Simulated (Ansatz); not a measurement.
GaAs (zincblende type), DFT, LDA, PAW with Ansatz's default frozen-core files, scalar-relativistic (Ansatz 0.2.0), on 1 thread of Intel(R) Xeon(R) Processor @ 2.50GHz (Skylake/Cascade Lake) (shared host).

Command: `ansatz run input.yaml --threads 1 --pin off --max-ram 2048MiB --backend cpu --events-out ev --progress --plain --runs-dir out`

```yaml
crystal:
  lattice:
    - [0.0, 2.4144620405, 2.4144620405]
    - [2.4144620405, 0.0, 2.4144620405]
    - [2.4144620405, 2.4144620405, 0.0]
  atoms:
    - { symbol: Ga, position: [0.0, 0.0, 0.0] }
    - { symbol: As, position: [0.25, 0.25, 0.25] }
kpoints:
  mp_grid: { grid: [13, 13, 13] }
scf:
  occupations: { method: fermi_dirac, width: 0.08 }
hamiltonian:
  xc: lda
  pseudopotentials: { kind: paw }
output:
  forces: true
  stress: true
  eigenvalues: true
  populations: true
```

**Question.** How large is the problem that the program sets up?

**Answer.** 84 irreducible k-points, 537 plane waves at Γ, 18 bands.

**Question.** About how long does it take?

**Answer.** 9.8 s of wall time for 7 SCF iterations. Times on shared machines scatter by tens of per cent.
